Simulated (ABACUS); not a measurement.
**Small calculations from the output for SrTiO3 (Pm-3m, 5 atoms in the cell; from Materials Project mp-5229)**

```yaml
crystal:
  lattice:
    - [3.91270, 0.00000, 0.00000]
    - [0.00000, 3.91270, 0.00000]
    - [0.00000, 0.00000, 3.91270]
  atoms:
    - { symbol: Sr, position: [0.00000, 0.00000, 0.00000] }
    - { symbol: Ti, position: [0.50000, 0.50000, 0.50000] }
    - { symbol: O, position: [0.50000, 0.00000, 0.50000] }
    - { symbol: O, position: [0.00000, 0.50000, 0.50000] }
    - { symbol: O, position: [0.50000, 0.50000, 0.00000] }
```

All values come from this method and carry its errors: ABACUS 3.10.1 with PBEsol, numerical atomic orbitals TZP (confined pseudo-atomic orbitals with Gaussian additions; energy shift 0.01 Ry), PseudoDojo 0.4 standard norm-conserving PBEsol (tails mended) pseudopotentials.

Main settings: basis = TZP numerical atomic orbitals, energy shift 0.01 Ry; KPT = Gamma 6 6 6 0 0 0; basis_type = lcao; ecutwfc = 100 Ry; smearing_method = gaussian; smearing_sigma = 0.00146997 Ry; potentials = PseudoDojo 0.4 standard norm-conserving PBEsol (tails mended); symmetry = 1.

The atom-centred basis is finite, which shifts total energies, pressures and gaps against plane waves. The structure comes from a collection of computed structures, made at another level of theory; the collection holds predicted forms beside known ones.

The cell was also run at V = 59.301 Å³ (F = -3899.00679 eV, P = -1.48 GPa) and V = 60.499 Å³ (F = -3898.98160 eV, P = -5.12 GPa), scaled uniformly; the base has V = 59.900 Å³, P = -3.41 GPa and F₀ = -3898.99763 eV.

**Question.** Check the pressure against the energies, and estimate the bulk modulus and the volume of zero pressure.

**Answer.** P = −dF/dV ≈ −(0.02519 eV)/(1.198 Å³) = -0.02103 eV/Å³; times 160.218 GPa per eV/Å³ this is -3.37 GPa, against -3.41 GPa from the stress tensor. B = −V dP/dV ≈ −59.900 × (-3.64 GPa)/(1.198 Å³) = 182 GPa at this volume. The curvature of the energies, B = V (F₊ + F₋ − 2F₀)/(ΔV/2)², gives 184 GPa. To first order the pressure vanishes at V0 ≈ V(1 + P/B) = 58.78 Å³, so all lengths change by about -0.63 %. Shape and fractional positions were held, which usually makes B too large where they are free.

The lattice vector along x was scaled by 0.99 and 1.01. Diagonal stress (xx, yy, zz; GPa, positive for compression): 0.05, -2.39, -2.39 at 0.99 and -6.74, -4.36, -4.36 at 1.01. Free energies at 0.99, 1 and 1.01: -3899.0036, -3898.9976, -3898.9787 eV; V = 59.90 Å³.

**Question.** Estimate the stress-strain coefficients for strain along x.

**Answer.** With compression positive, C = −Δσ/Δε and Δε = 0.02: xx–xx: −(-6.74 − (0.05))/0.02 = 340 GPa; yy–xx: −(-4.36 − (-2.39))/0.02 = 99 GPa; zz–xx: −(-4.36 − (-2.39))/0.02 = 99 GPa. From the energies, (F₊ + F₋ − 2F₀)/(V ε²) = 0.0129 eV/(59.90 Å³ × 10⁻⁴) × 160.218 = 345 GPa for the first kind of constant. They agree to within 2 %. These are clamped-ion values at the base cell's own pressure; letting the atoms relax lowers them where positions are free.

Atom 5 (O, mass 16.00 u) was moved by −0.04 and +0.04 Å along x. The force on it along x was 0.162 and -0.162 eV/Å, and the free energy of the cell changed by 3.29 and 3.29 meV.

**Question.** Find the force constant in two ways and the frequency of this atom against fixed neighbours.

**Answer.** From the forces, k = −(F₊ − F₋)/(2u) = −(-0.162 − (0.162))/0.080 = 4.05 eV/Å². From the energies, k = (ΔE₊ + ΔE₋)/u² = 0.00658 eV/(0.04 Å)² = 4.11 eV/Å². They agree to within 2 %. With ν = 15.633 THz × √(k/m) for k in eV/Å² and m in u, ν = 7.9 THz (262 cm⁻¹). All periodic images move together and the other atoms are held, so this is no normal mode of the crystal.

The atomic orbitals were generated for these runs; they are not ABACUS's published sets and were checked against plane waves on a few crystals only.

“Tails mended”: in these copies of the files the far tail of each local potential was reset to the Coulomb form.
